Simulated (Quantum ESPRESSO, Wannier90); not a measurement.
# InSe (R3m): Wannier90 run

```
begin unit_cell_cart
ang
   -2.0233451426    3.5045365883    0.0000000000
   -4.0466902853    0.0000000000    0.0000000000
   -2.0233451426    1.1681788628    8.6085230000
end unit_cell_cart
begin atoms_frac
In   0.1103500000  0.1103500000 -0.3310500000
In   0.0018300000  0.0018300000 -0.0054900000
Se  -0.3802870000 -0.3802870000  0.1408610000
Se  -0.1741930000 -0.1741930000 -0.4774210000
end atoms_frac
```

Cell from Materials Project (mp-22691), symmetrised, no further relaxation. COD (Crystallography Open Database) has the formula in 2 space groups, this one among them (matched by group alone). Method: PBEsol plane waves in Quantum ESPRESSO 7.5 (PseudoDojo norm-conserving files, 69 Ry, spinors with spin-orbit coupling), Bloch states on a 4×4×4 mesh through Γ, Wannier90 4.0.1. Density: 10×10×10 mesh, Gaussian smearing 0.01 Ry. The cell is built of weakly bound layers, chains or molecules, whose nearest atoms lie 4.03 Å apart. Database cells relaxed without dispersion often hold them too far apart, which can enlarge gaps and weakens couplings between them; spacing and stacking were not compared with the measured crystal.

A tight-binding model is made by disentanglement and projection with no localisation steps (num_iter = 0), so the 32 orbitals stay atom-like: hydrogen-like In: s;p; Se: s;p, axes along x, y, z; frozen window up to 5.30 eV relative to the valence-band maximum. It follows pw.x to 35 meV rms for states up to 1.3 eV relative to the valence-band maximum. Matrix elements depend on this choice of orbitals and windows.

Q: What are the on-site energies relative to the valence-band maximum, and how fast do the hoppings decay?

A: 
```tsv
atom	orbitals	energy (eV)
In1	s↑ s↓	-2.43
In1	pz↑ pz↓	3.26
In1	px↑ px↓ py↑ py↓	2.77
In2	s↑ s↓	-2.44
In2	pz↑ pz↓	3.26
In2	px↑ px↓ py↑ py↓	2.77
Se3	s↑ s↓	-11.41
Se3	pz↑ pz↓	-1.19
Se3	px↑ px↓ py↑ py↓	-1.10
Se4	s↑ s↓	-11.41
Se4	pz↑ pz↓	-1.21
Se4	px↑ px↓ py↑ py↓	-1.08
```

```tsv
distance of the centres (Å)	largest modulus (eV)
2–3	1.7
3–4	2.2
4–5	0.69
5–6	0.16
```
